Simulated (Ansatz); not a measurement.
SrZn₂Sb₂ in space group P-3m1 (No. 164; Sr on 1a, Zn on 2d, Sb on 2d), plane-wave PAW PBE (Ansatz code), all energies at zero smearing, with the estimated change up to a 700 eV cutoff added, with one set of potentials and settings (totals compare only within such a set). Cell of 5 atoms (1 Sr, 2 Zn, 2 Sb): -23153.703 eV.

```json
[
 {"element": "Sr", "reference phase": "C2/m, 3 atoms in the cell", "E (eV/atom)": "-3544.2201"},
 {"element": "Zn", "reference phase": "C2/m, 3 atoms in the cell", "E (eV/atom)": "-3319.0295"},
 {"element": "Sb", "reference phase": "R-3m, 2 atoms in the cell", "E (eV/atom)": "-6484.4916"}
]
```

Formation energy per atom, worked out: (-23153.703 − 1×(-3544.2201) − 2×(-3319.0295) − 2×(-6484.4916))/5 = -0.488 eV/atom (-47 kJ per mol of atoms), at 0 K, without zero-point energy or fitted corrections.

The first step of the workflow began from a Materials Project structure, measured or hypothetical; the Crystallography Open Database files this formula in space group No. 164, but the cells were not matched. Whether it is the stable phase at ambient conditions was not checked. The PBE relaxation kept the symmetry of its start; of distortions, only those at the zone centre were tested. The references are the lowest solids computed at this level, not always the standard phases. Scalar-relativistic: spin–orbit coupling is off unless named, which matters more the heavier the elements.

Potentials: the later of the program's two PAW sets.
